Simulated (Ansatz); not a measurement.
CoPtO2 in space group R-3m (No. 166; Co on 3b, Pt on 3a, O on 6c) at seven volumes, LDA (plane waves, PAW; program Ansatz), shape and atoms relaxed at each. One row is withheld.

```json
[
 {"V (Å³/atom)": "8.931", "P (GPa)": "33.61"},
 {"V (Å³/atom)": "9.226", "P (GPa)": "20.41"},
 {"V (Å³/atom)": "9.520", "P (GPa)": "9.31"},
 {"V (Å³/atom)": "9.815", "P (GPa)": "0.00"},
 {"V (Å³/atom)": "10.109", "P (GPa)": "-7.82"},
 {"V (Å³/atom)": "10.404", "P (GPa)": "?"},
 {"V (Å³/atom)": "10.698", "P (GPa)": "-19.85"}
]
```

Q: Fit the shown pressures and predict the withheld one.

A: P = (3/2)B₀(x^(7/2) − x^(5/2))[1 + (3/4)(B′ − 4)(x − 1)] with x = (V₀/V)^(2/3). Least squares on the six rows gives V₀ = 9.815 Å³/atom, B₀ = 284 GPa, B′ = 4.82. At V = 10.404, x = 0.9619 and P = -14.39 GPa. The run itself gave -14.37 GPa.

Symmetry was held in the LDA relaxation; of distortions, only those at the zone centre were tested. No spin polarisation was allowed. No Hubbard U is applied. Spin–orbit coupling is left out wherever it is not named.

Potentials: the later of the program's two PAW sets.
